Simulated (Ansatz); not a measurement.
A frame of CuNi$_{4}$P$_{2}$Pd$_{9}$ from dynamics at 1730 K, with the forces (eV/Å) computed on a k mesh in the last three columns. All numbers below come from DFT PBE, scalar-relativistic, plane waves, PAW (Ansatz).

Cutoff 420 eV; k points 4×4×4 on the computed 16-atom cell (Γ-centred); Fermi–Dirac smearing, width 0.15 eV; no spin polarisation.

```xyz
16
Lattice="6.100 0.101 0.060 0.101 6.398 0.177 0.060 0.177 5.970" Properties=species:S:1:pos:R:3:forces:R:3 pbc="T T T"
Pd    4.031    0.945    3.846    1.260    1.130   -2.040
Pd    4.152    3.379    1.027   -1.520    2.300    1.110
Pd    2.169    1.850    2.285    0.110    1.480   -0.720
Pd    4.640    5.694    5.774    1.220   -0.420    0.440
Pd    2.674    5.521    1.819    0.200    1.050   -0.670
Pd    2.363    1.482    5.670    0.250    1.240   -0.140
Pd    3.839    3.791    3.752    0.240   -2.120   -0.020
Pd    6.083    3.166    5.239    1.070   -1.020   -0.900
Pd    0.851    0.313    3.787   -1.600   -0.420    0.840
Ni    4.420    1.259    0.905   -0.200   -3.120    0.660
Ni    0.350    0.362    0.517    0.180   -1.210    0.820
Ni    1.142    4.292    3.141   -0.140   -1.850    0.480
Ni    5.796    2.319    2.587    0.470    0.440   -0.070
P     2.797    5.491    4.443   -1.430    1.220   -0.260
P     0.439    4.341    0.870    0.460    0.430    0.910
Cu    5.293    5.456    2.564   -0.570    0.880   -0.430
```

Static pressure 8.1 GPa (no kinetic part), no gap on the mesh.

Counting as bonded all pairs within 1.2 times the summed covalent radii:

```
atom → neighbour mean count mean length (Å) spread (Å)
         Cu → Ni        3.00             2.56        0.19
          Cu → P        1.00             2.29        0.00
         Cu → Pd        6.00             2.70        0.12
         Ni → Cu        0.75             2.56        0.19
         Ni → Ni        2.00             2.51        0.23
          Ni → P        0.75             2.41        0.02
         Ni → Pd        6.25             2.67        0.22
          P → Cu        0.50             2.29        0.00
          P → Ni        1.50             2.41        0.02
          P → Pd        5.00             2.45        0.22
         Pd → Cu        0.67             2.70        0.12
         Pd → Ni        2.78             2.67        0.22
          Pd → P        1.11             2.45        0.22
         Pd → Pd        6.89             2.87        0.24
```

Angles between all pairs of such bonds at an atom (mean ± spread): 96 ± 33° at Cu, 98 ± 33° at Ni, 97 ± 33° at P, 96 ± 34° at Pd.

Spin polarisation was left out, and a magnetic state may lie lower.

Cost: 1 run of about 5.5 core-minutes, on Arm Neoverse V1 (shared hosts).